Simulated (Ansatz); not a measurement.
BaS:
Space group Fm-3m (No. 225); a = b = c = 6.4252 Å, α = β = γ = 90.00°

| atom | site | symmetry | x | y | z |
|---|---|---|---|---|---|
| Ba | 4a | m-3m | 0.0000 | 0.0000 | 0.0000 |
| S | 4b | m-3m | 0.5000 | 0.5000 | 0.5000 |
(The calculation used a cell of 2 atoms; values per cell refer to that cell.)

Relaxed with r²SCAN. 

**Question.** HSE06 on this cell (Ansatz, a first-principles code, PAW) gives a gap of 3.14 eV. What does r²SCAN give?

**Answer.** 2.58 eV.

Cost on shared cores: the r²SCAN run (SCF on a 8×8×8 mesh, then bands and DOS) about 16 core-seconds (a rough figure), the HSE06 run (SCF on 6×6×6, then a few points) roughly 110 core-seconds; the tasks are unlike.

The cell was relaxed with r²SCAN under the symmetry of its start; phonons on a q-mesh show no instability. Scalar-relativistic: spin–orbit coupling is off unless named, which matters more the heavier the elements.

Potentials: the later of the program's two PAW sets.

Ansatz is a plane-wave DFT program.
